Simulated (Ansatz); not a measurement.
Relaxed-ion elastic tensor of Yb (hcp (Mg type), space group No. 194) in GPa (Voigt order), r²SCAN in the plane-wave PAW code Ansatz; density 8.23 g/cm³, 34.91 Å³ per atom.

```
      1     2     3    4    5    6
-  ----  ----  ----  ---  ---  ---
1  30.1  23.3   3.6  0.0  0.0  0.0
2  23.3  30.1   3.6  0.0  0.0  0.0
3   3.6   3.6  47.9  0.0  0.0  0.0
4   0.0   0.0   0.0  8.3  0.0  0.0
5   0.0   0.0   0.0  0.0  8.3  0.0
6   0.0   0.0   0.0  0.0  0.0  3.4
```

### Question
Is the crystal mechanically stable?

### Answer
Yes: the smallest eigenvalue of C is 3.4 GPa.

### Question
Work out the Voigt, Reuss and Hill averages.

### Answer
K_V = 18.8, K_R = 18.8, K_H = 18.8; G_V = 9.2, G_R = 5.7, G_H = 7.4 GPa.

### Question
Give Young's modulus, Poisson's ratio, Pugh's ratio and the universal anisotropy index.

### Answer
E = 9KG/(3K + G) = 19.7 GPa; ν = 0.33; K/G = 2.53 (ductile by the Pugh limit of 1.75); A_U = 5G_V/G_R + K_V/K_R − 6 = 3.01.

### Question
Estimate the sound speeds and the Debye temperature.

### Answer
v_l = √((K + 4G/3)/ρ) = 1870 m/s, v_t = √(G/ρ) = 951 m/s, mean 1070 m/s; Θ = (h/k)(3n/4πV)^(1/3) v_m = 97.1 K.

### Question
Solve the Christoffel equation for the three sound speeds along x, y, z.

### Answer
Eigenvalues of C_ijkl n_j n_l equal ρv². In km/s, slowest first: x 0.64, 1.00, 1.91; y 0.64, 1.00, 1.91; z 1.00, 1.00, 2.41.

### Question
How much does each axis shrink under pressure?

### Answer
Linear compressibilities β_i = Σ_j S_ij (j = 1 to 3): x 17, y 17, z 18 per TPa.

Space group P6_3/mmc (hcp (Mg type)). The workflow started from a Materials Project entry (that database holds measured and hypothetical structures alike); the Crystallography Open Database files this formula in space group No. 194, but the cells were not matched. It is not the phase usual at ambient conditions (space group No. 225). The cell was relaxed with r²SCAN under the symmetry of its start; its stability against distortions is not shown here. The run is not spin-polarised. The 4f shell is in the valence. No Hubbard U is applied. As this level gives no gap, shear constants depend on the k-mesh and smearing (Fermi–Dirac, 0.1 eV here). Scalar-relativistic: spin–orbit coupling is off unless named, which matters more the heavier the elements.

Potentials: the later of the program's two PAW sets.
